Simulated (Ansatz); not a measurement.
# C: two-dimensional strain map

These are results of Ansatz 0.2.0, DFT r2SCAN, scalar-relativistic, plane waves, PAW, not measurements. Settings: plane waves to 500 eV, k-mesh 14×14×14 (Γ-centred), Gaussian smearing 0.05 eV. No spin polarisation. Energies are free energies at this smearing, counted from the undisturbed cell; pressure is positive in compression.

Reference structure (relaxed at this level; this form isn't the usual structure):

```
C
1.0
     0.00000    2.12676    3.56176
     1.22792    0.00000    3.56176
     1.22792    2.12676    0.00000
C
2
Direct
  0.16670 0.83330 0.16670
  0.83330 0.16670 0.83330
```

The cell holds layers and no dispersion correction was added, so their binding is poorly described.

The cell is strained by p along both x and y and by q along z, fractional coordinates fixed. Points are written (p, q).

p was sampled at -0.030, -0.015, 0.000, 0.015, 0.030 and q at -0.030, -0.015, 0.000, 0.015, 0.030.

Question: Where on the computed points is the energy highest, and how high?

Answer: At (-0.030, 0.030): 69.1 meV/atom.

Question: Away from (0, 0), which computed point is lowest?

Answer: (0.000, 0.015): 0.1 meV/atom.

The map, in meV/atom:

```
 p \ q  -0.030  -0.015  0.000  0.015  0.030
-0.030    68.8    68.4   68.4   68.7   69.1
-0.015    17.0    16.5   16.5   16.6   17.0
 0.000     0.7     0.2    0.0    0.1    0.4
 0.015    16.1    15.5   15.2   15.3   15.6
 0.030    59.7    59.1   58.7   58.7   58.9
```